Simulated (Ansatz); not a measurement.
Si3Ge as one 4-atom ordering (P-4m2) on the diamond lattice at its r2SCAN geometry, run in Ansatz at 3 levels of theory. Spin-unpolarised throughout. Whether this structure exists isn't addressed.

The r2SCAN input:
```yaml
crystal:
  lattice:
    - [3.8880966146, 0.0, 0.0]
    - [0.0, 3.8880966146, 0.0]
    - [0.0, 0.0, 5.4836776114]
  atoms:
    - { symbol: Si, position: [0.5, 0.0, 0.7548774919] }
    - { symbol: Si, position: [0.5, 0.5, 0.0] }
    - { symbol: Si, position: [0.0, 0.5, 0.2451225081] }
    - { symbol: Ge, position: [0.0, 0.0, 0.5] }
kpoints:
  mp_grid: { grid: [6, 6, 6] }
  band_path:
    path:
      - [0.0, 0.0, 0.0]
      - [0.0, 0.5, 0.0]
      - [0.5, 0.5, 0.0]
      - [0.0, 0.0, 0.5]
      - [0.0, 0.5, 0.5]
      - [0.5, 0.5, 0.5]
    npoints: 1
hamiltonian:
  xc: r2scan
scf:
  occupations: { method: fixed }
  n_extra_bands: 5
output:
  forces: true
  stress: true
  eigenvalues: true
  write_density: true
  write_potential: true
  elf: true
  volumetric_format: npy
```

Main results, then, where recorded, the levels near the gap in eV from the Fermi energy (columns number the bands from 0), one row a point of the path (Γ, X, M, Z, R, A):
```
Crystal: 4 atoms, lattice volume = 82.898 Å³
Symmetry: 8 space group operations
Space group: P-4m2 (ITA 115)
```
```
Basis set: ecut = 500 eV, 2099 PW (Γ)
Bands: 18, of which v1, the nominal top of the filled ones, is band 13 counted from 1 (12 counted from 0)
k-points: 40 of 216 (time reversal used)
Free energy (F): -6220.059587 eV
Fermi energy:    6.737387 eV
--- Forces (eV/Å), atoms counted from 1 ---
  atom   1  Si      0.00000      0.00000      0.00029
  atom   2  Si      0.00000      0.00000      0.00000
  atom   3  Si      0.00000      0.00000    -0.00029
  atom   4  Ge      0.00000      0.00000      0.00000
--- Stress (GPa, compression-positive) ---
       -0.004108       0.000000       0.000000
        0.000000      -0.004108       0.000000
        0.000000       0.000000       0.003572
  P = ⅓ Tr σ = -0.0015 GPa (-0.015 kbar)
```
```tsv
band_9	band_10	band_11	band_12	band_13	band_14	band_15
-3.094	-0.026	0.000	0.000	0.841	1.013	2.726
-3.956	-3.889	-1.608	-1.342	2.436	2.823	4.962
-3.116	-3.060	-3.060	-3.009	0.569	1.031	1.031
-2.171	-2.171	-1.922	-1.922	1.097	1.435	3.404
-1.509	-1.338	-1.301	-1.185	1.275	1.750	3.465
-4.055	-4.049	-4.049	-3.968	4.512	4.720	4.720
```

r2SCAN gives an indirect gap of 0.57 eV, from Γ to M; the least direct gap is 0.84 eV at Γ.

Task: Another run on the same cell gave
```
Basis set: ecut = 420 eV, 1659 PW (Γ)
Bands: 18, of which v1, the nominal top of the filled ones, is band 13 counted from 1 (12 counted from 0)
k-points: 18 of 64 (time reversal used)
hybrid outer 1: dexx = +1.045e-2 eV, tail = 2.16e-5 eV
hybrid outer 2: dexx = +4.621e-7 eV, tail = 1.73e-8 eV, Δε = 1.93e-3 eV, ΔF = 1.31e-3 eV/Å
Free energy (F): -6204.570390 eV
Fermi energy:    6.507694 eV
--- Forces (eV/Å), atoms counted from 1 ---
  atom   1  Si      0.00000      0.00000      0.03970
  atom   2  Si      0.00000      0.00000      0.00000
  atom   3  Si      0.00000      0.00000    -0.03970
  atom   4  Ge      0.00000      0.00000      0.00000
--- Stress (GPa, compression-positive) ---
        0.520745       0.000000       0.000000
        0.000000       0.520745       0.000000
        0.000000       0.000000      -0.533044
  P = ⅓ Tr σ = 0.1695 GPa (1.695 kbar)
```
```tsv
band_9	band_10	band_11	band_12	band_13	band_14	band_15
-3.228	-0.003	-0.003	0.000	1.222	1.377	3.276
-4.105	-4.047	-1.672	-1.365	2.900	3.274	5.567
-3.243	-3.169	-3.169	-3.102	0.950	1.381	1.381
-2.253	-2.253	-1.970	-1.970	1.531	1.837	3.840
-1.574	-1.367	-1.314	-1.210	1.672	2.101	4.012
-4.210	-4.210	-4.203	-4.143	4.981	5.159	5.159
```
Which level of theory and mesh gave it?

Result: It is HSE06, judged by the exchange loop and the size of the gap (a near hybrid could fit too), on 4×4×4; the blocks that differ from the first input, but for the band path:
```yaml
kpoints:
  mp_grid: { grid: [4, 4, 4] }
hamiltonian:
  xc: hse06
```
HSE06 gives an indirect gap of 0.95 eV, from Γ to M; the least direct gap is 1.22 eV at Γ. The mean pressure at these positions is +0.2 GPa, compression counted positive. (The program warns that its thresholds are loose for a hybrid's stress.)

PBE0. Against the first input these blocks differ (the band path and keys that only write files left aside):
```yaml
kpoints:
  mp_grid: { grid: [4, 4, 4] }
hamiltonian:
  xc: pbe0
```

```
Basis set: ecut = 420 eV, 1659 PW (Γ)
Bands: 18, of which v1, the nominal top of the filled ones, is band 13 counted from 1 (12 counted from 0)
k-points: 18 of 64 (time reversal used)
hybrid outer 1: dexx = +1.634e-2 eV, tail = 3.44e-5 eV
hybrid outer 2: dexx = +2.017e-6 eV, tail = 2.31e-8 eV, Δε = 2.55e-3 eV, ΔF = 1.49e-3 eV/Å
Free energy (F): -6205.084221 eV
Fermi energy:    6.193559 eV
--- Forces (eV/Å), atoms counted from 1 ---
  atom   1  Si      0.00000      0.00000      0.03393
  atom   2  Si      0.00000      0.00000      0.00000
  atom   3  Si      0.00000      0.00000    -0.03393
  atom   4  Ge      0.00000      0.00000      0.00000
--- Stress (GPa, compression-positive) ---
        0.316415       0.000000       0.000000
        0.000000       0.316415       0.000000
        0.000000       0.000000      -0.686659
  P = ⅓ Tr σ = -0.0179 GPa (-0.179 kbar)
```
```tsv
band_9	band_10	band_11	band_12	band_13	band_14	band_15
-3.302	-0.023	-0.023	0.000	1.870	2.026	3.917
-4.205	-4.147	-1.727	-1.414	3.562	3.937	6.261
-3.309	-3.230	-3.230	-3.157	1.579	2.017	2.017
-2.318	-2.318	-2.030	-2.030	2.172	2.481	4.509
-1.625	-1.400	-1.342	-1.253	2.297	2.740	4.684
-4.308	-4.308	-4.299	-4.241	5.665	5.843	5.843
```

With PBE0 the valence top lies at Γ and the conduction bottom at M, 1.58 eV higher; the smallest vertical gap, at Γ, is 1.87 eV. The mean stress is close to zero (0.0 GPa). (The program warns that its thresholds are loose for a hybrid's stress.)

Small level splittings and stresses of the hybrids carry the error of their coarser meshes.

Totals of different functionals can't be compared.

The runs are scalar-relativistic, without spin-orbit coupling.

The meshes of the hybrids are coarse, so their gaps aren't converged to the digits shown.
